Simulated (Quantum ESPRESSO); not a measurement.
## In6ZrMo (input and log of a self-consistent run)

Computed values, not a measurement. The program is pw.x of Quantum ESPRESSO 7.5 (plane-wave density functional theory). The cell is made up: eight metal atoms on a face-centred cubic lattice, with elements, volume, strain and displacements drawn at random and not relaxed, so it may be unstable or far from any real phase. PseudoDojo standard norm-conserving files set the functional (PBE unless stated); there is no spin polarisation or spin-orbit coupling, the Fermi-Dirac width of 0.25 eV means electrons at about 2900 K, and the masses in the input are unused placeholders. A spin test at this wide smearing found no moment, but such smearing suppresses magnetism that the real alloy may have.

Input:

```
&control calculation='scf', pseudo_dir='./dojo.nc.sr.pbe.v0_5.standard.upf', outdir='./o', disk_io='minimal', tprnfor=.true., tstress=.true. /
&system ibrav=0, nat=8, ntyp=3, nbnd=62, ecutwfc=79.96652505, nosym=.true., tot_charge=0,
 occupations='smearing', smearing='fd', degauss=0.0183746611
/
&electrons conv_thr=1.470e-08, electron_maxstep=70, mixing_beta=0.5 /
ATOMIC_SPECIES
In 1.0 In.upf
Mo 1.0 Mo.upf
Zr 1.0 Zr.upf
CELL_PARAMETERS angstrom
2.276 4.4431 2.2327
0.0267 4.3639 -4.3338
-4.2426 4.3047 -0.0325
ATOMIC_POSITIONS angstrom
In -0.0769 0.0282 -0.031
In -2.1986 2.1567 -0.058
Zr 0.0513 2.1355 -2.1388
In -2.084 4.3862 -2.1776
In 0.0519 4.3828 -0.016
In -2.0736 6.5041 0.0378
In 0.0918 6.5848 -2.1379
Mo -2.0297 8.7213 -2.2113
K_POINTS automatic
5 5 5 1 1 1
```

The log is shortened where brackets say so; the opening notice, blank lines, dates and the lines on written files are dropped, and the path of the files is cut. It prints rydbergs, bohrs and kilobars, and counts compression as positive stress. Its total energy is the free energy E - TS of the whole cell.

```
     Program PWSCF v.7.5
     Parallel version (MPI & OpenMP), running on       4 processor cores
     Number of MPI processes:                 4
     Threads/MPI process:                     1
     [start-up lines left out]
     bravais-lattice index     =            0
     lattice parameter (alat)  =      10.3343  a.u.
     unit-cell volume          =    1116.3656 (a.u.)^3
     number of atoms/cell      =            8
     number of atomic types    =            3
     number of electrons       =       104.00
     number of Kohn-Sham states=           62
     kinetic-energy cutoff     =      79.9665  Ry
     charge density cutoff     =     319.8661  Ry
     scf convergence threshold =      1.5E-08
     mixing beta               =       0.5000
     number of iterations used =            8  plain     mixing
     Exchange-correlation= PBE
                           (   1   4   3   4   0   0   0)
     [axes and pseudopotential details left out]
   Cartesian axes
     site n.     atom                  positions (alat units)
         1        In     tau(   1) = (  -0.0140619   0.0051567  -0.0056687  )
         2        In     tau(   2) = (  -0.4020362   0.3943744  -0.0106059  )
         3        Zr     tau(   3) = (   0.0093807   0.3904977  -0.3911012  )
         4        In     tau(   4) = (  -0.3810804   0.8020609  -0.3981961  )
         5        In     tau(   5) = (   0.0094904   0.8014392  -0.0029258  )
         6        In     tau(   6) = (  -0.3791787   1.1893403   0.0069121  )
         7        In     tau(   7) = (   0.0167866   1.2040971  -0.3909366  )
         8        Mo     tau(   8) = (  -0.3711511   1.5947777  -0.4043585  )
     number of k points=    63  Fermi-Dirac smearing, width (Ry)=  0.0184
                       cart. coord. in units 2pi/alat
        k(    1) = (  -0.0024112   0.1246578  -0.0006776), wk =   0.0320000
        k(    2) = (  -0.1941372   0.1902661   0.0642053), wk =   0.0320000
     [further k points left out]
     Dense  grid:   107899 G-vectors     FFT dimensions: (  60,  72,  72)
     Estimated max dynamical RAM per process >     375.40 MB
     Estimated total dynamical RAM >       1.39 GB
     Initial potential from superposition of free atoms
     starting charge     103.9728, renormalised to     104.0000
     Starting wfcs are   74 randomized atomic wfcs
     total cpu time spent up to now is        5.8 secs
     per-process dynamical memory:   302.1 Mb
     Self-consistent Calculation
     iteration #  1     ecut=    79.97 Ry     beta= 0.50
     Davidson diagonalization with overlap
     ethr =  1.00E-02,  avg # of iterations =  2.9
     Threshold (ethr) on eigenvalues was too large:
     Diagonalizing with lowered threshold
     Davidson diagonalization with overlap
     ethr =  8.44E-04,  avg # of iterations =  2.0
     total cpu time spent up to now is       25.4 secs
     total energy              =   -1038.66582423 Ry
     estimated scf accuracy    <       0.90825344 Ry
     iteration #  2     ecut=    79.97 Ry     beta= 0.50
     Davidson diagonalization with overlap
     ethr =  8.73E-04,  avg # of iterations =  6.3
     total cpu time spent up to now is       37.3 secs
     total energy              =   -1038.46822901 Ry
     estimated scf accuracy    <       7.69700623 Ry
     iteration #  3     ecut=    79.97 Ry     beta= 0.50
     Davidson diagonalization with overlap
     ethr =  8.73E-04,  avg # of iterations =  3.1
     total cpu time spent up to now is       47.6 secs
     total energy              =   -1039.06886529 Ry
     estimated scf accuracy    <       0.61273858 Ry
     iteration #  4     ecut=    79.97 Ry     beta= 0.50
     Davidson diagonalization with overlap
     ethr =  5.89E-04,  avg # of iterations =  3.7
     total cpu time spent up to now is       57.3 secs
     total energy              =   -1039.12458005 Ry
     estimated scf accuracy    <       0.03213771 Ry
     iteration #  5     ecut=    79.97 Ry     beta= 0.50
     Davidson diagonalization with overlap
     ethr =  3.09E-05,  avg # of iterations =  9.8
     total cpu time spent up to now is       72.9 secs
     total energy              =   -1039.13432772 Ry
     estimated scf accuracy    <       0.04708329 Ry
     [iterations 6 to 7 left out]
     iteration #  8     ecut=    79.97 Ry     beta= 0.50
     Davidson diagonalization with overlap
     ethr =  3.12E-07,  avg # of iterations =  2.0
     total cpu time spent up to now is      103.4 secs
     total energy              =   -1039.13911824 Ry
     estimated scf accuracy    <       0.00005018 Ry
     iteration #  9     ecut=    79.97 Ry     beta= 0.50
     Davidson diagonalization with overlap
     ethr =  4.83E-08,  avg # of iterations =  4.9
     total cpu time spent up to now is      113.7 secs
     total energy              =   -1039.13912847 Ry
     estimated scf accuracy    <       0.00000117 Ry
     iteration # 10     ecut=    79.97 Ry     beta= 0.50
     Davidson diagonalization with overlap
     ethr =  1.13E-09,  avg # of iterations =  4.7
     total cpu time spent up to now is      126.1 secs
     total energy              =   -1039.13912855 Ry
     estimated scf accuracy    <       0.00000105 Ry
     iteration # 11     ecut=    79.97 Ry     beta= 0.50
     Davidson diagonalization with overlap
     ethr =  1.01E-09,  avg # of iterations =  2.0
     total cpu time spent up to now is      135.0 secs
     total energy              =   -1039.13912865 Ry
     estimated scf accuracy    <       0.00000005 Ry
     iteration # 12     ecut=    79.97 Ry     beta= 0.50
     Davidson diagonalization with overlap
     ethr =  4.89E-11,  avg # of iterations =  5.5
     total cpu time spent up to now is      146.2 secs
     End of self-consistent calculation
     [lines on levels left out]
!    total energy              =   -1039.13912866 Ry
     estimated scf accuracy    <          4.6E-09 Ry
     smearing contrib. (-TS)   =      -0.07557728 Ry
     internal energy E=F+TS    =   -1039.06355138 Ry
     The total energy is F=E-TS. E is the sum of the following terms:
     one-electron contribution =    -182.75595260 Ry
     hartree contribution      =     178.18164979 Ry
     xc contribution           =    -281.67376698 Ry
     ewald contribution        =    -752.81548160 Ry
     convergence has been achieved in  12 iterations
     Forces acting on atoms (cartesian axes, Ry/au):
     atom    1 type  1   force =     0.02685213   -0.00248524    0.02902643
     atom    2 type  1   force =    -0.00411019    0.00481602    0.01392775
     atom    3 type  3   force =    -0.00117143    0.02067352   -0.03696896
     atom    4 type  1   force =    -0.02269886   -0.02878296   -0.02158024
     atom    5 type  1   force =     0.01075986   -0.00468433   -0.00168030
     atom    6 type  1   force =    -0.00406726    0.00290197   -0.01468335
     atom    7 type  1   force =     0.00595271    0.01199863    0.01087982
     atom    8 type  2   force =    -0.01151696   -0.00443760    0.02107885
     Total force =     0.081757     Total SCF correction =     0.000174
     Computing stress (Cartesian axis) and pressure
          total   stress  (Ry/bohr**3)                   (kbar)     P=       81.57
   0.00060512  -0.00000939   0.00002237           89.02       -1.38        3.29
  -0.00000939   0.00047047   0.00007689           -1.38       69.21       11.31
   0.00002237   0.00007689   0.00058797            3.29       11.31       86.49
     init_run     :      5.44s CPU      5.65s WALL (       1 calls)
     electrons    :    139.67s CPU    140.36s WALL (       1 calls)
     forces       :      1.53s CPU      1.54s WALL (       1 calls)
     stress       :      5.12s CPU      5.12s WALL (       1 calls)
     [timing details left out]
     PWSCF        :   2m31.96s CPU   2m32.88s WALL
     JOB DONE.
```

In other units: free energy -14138.208 eV for the cell, pressure 8.16 GPa, largest force component 0.951 eV/Å in size. The run took 155 s of wall time with four MPI processes on a shared machine (AMD EPYC, Zen 5, virtual cores), so the time is rough. A rerun of this cell at a higher cutoff and on a denser mesh moved values by no more than 0.005 eV in energy, 0.13 GPa in stress and 0.007 eV/Å in force, and a second program with other atomic files agreed on that cell to 2 % rms in force and 0.5 GPa in pressure.